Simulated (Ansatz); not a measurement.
Values for one crystal, relaxed and computed with r²SCAN in the plane-wave PAW code Ansatz; other levels are named.

- Volume per atom = 21.73 Å³
- Electronic character = metallic (no gap)
- Density of states at the Fermi level = 0.48 states/eV per atom (mean over ±0.08 eV)
- Formation energy from the elements (no fitted shifts) = -0.92 eV/atom
- Pressure derivative B′ = 4.1
- Bulk modulus (Birch–Murnaghan fit) = 92.9 GPa

Question: Pick the material that matches.
A. LaSi2Ru2, I4/mmm (La on 2a, Si on 4e, Ru on 4d)
B. HfBeSi, P6_3/mmc (Hf on 2a, Be on 2c, Si on 2d)
C. YSi, Cmcm (Y on 4c, Si on 4c)
D. Si3Ru5, Pbam (Pearson symbol oP16)

Answer: C, YSi, Cmcm (Y on 4c, Si on 4c)

The first step of the workflow began from a Materials Project structure, measured or hypothetical; the Crystallography Open Database copy checked does not list it. Its standing as an ambient phase is unchecked. Symmetry was held in the r²SCAN relaxation; whether a distortion lowers the energy is not shown. No spin polarisation was allowed. The references are the lowest solids computed at this level, not always the standard phases. Scalar-relativistic: spin–orbit coupling is off unless named, which matters more the heavier the elements.

Potentials: the later of the program's two PAW sets.
